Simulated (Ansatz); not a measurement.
AgCl (rock salt)

```yaml
crystal:
  lattice:
    - [0.00000, 5.61150, 5.61150]
    - [2.80575, 0.00000, 2.80575]
    - [2.80575, 2.80575, 0.00000]
  atoms:
    - { symbol: Cl, position: [0.00000, 0.00000, 0.00000] }
    - { symbol: Cl, position: [0.50000, 0.00000, 0.00000] }
    - { symbol: Ag, position: [0.25000, 0.50000, 0.50000] }
    - { symbol: Ag, position: [0.75000, 0.50000, 0.50000] }
```

The atoms are displaced by Q × the pattern below (from a DFPT mode at L = (0.5, 0.0, 0.0), largest move 1; Q in Å), at fixed cell. It is one choice among 2 degenerate patterns. (q is in reciprocal vectors of the primitive cell; the cell shown is doubled to hold the pattern.)

```
atom       x       y       z
----  ------  ------  ------
Cl1   -0.285   0.520  -0.805
Cl2    0.285  -0.520   0.805
```

Atoms not listed stay in place.

The numbers are results of PBE (plane waves to 420 eV, PAW, scalar-relativistic; Ansatz, a quantum-chemistry and plane-wave program), not measurements. k mesh 5×10×10 (Γ-centred), Fermi-Dirac smearing 0.05 eV. Energies are smeared free energies. AgCl was relaxed with its symmetry unable to fall. ΔE is measured from the undisplaced structure.

Problem. What ΔE (meV/cell) and −dE/dQ from forces (eV/Å) does the calculation give at Q (Å) = -0.180, -0.120, -0.090, 0.060, 0.090?

Solution. 
```tsv
Q (Å)	ΔE (meV/cell)	−dE/dQ from forces (eV/Å)
-0.180	2.7	0.046
-0.120	0.8	0.019
-0.090	0.4	0.011
0.060	0.1	-0.006
0.090	0.4	-0.011
```

(For displaced atoms, the force is minus the slope of the energy, and its curvature is a force constant, which sets phonon frequencies.)
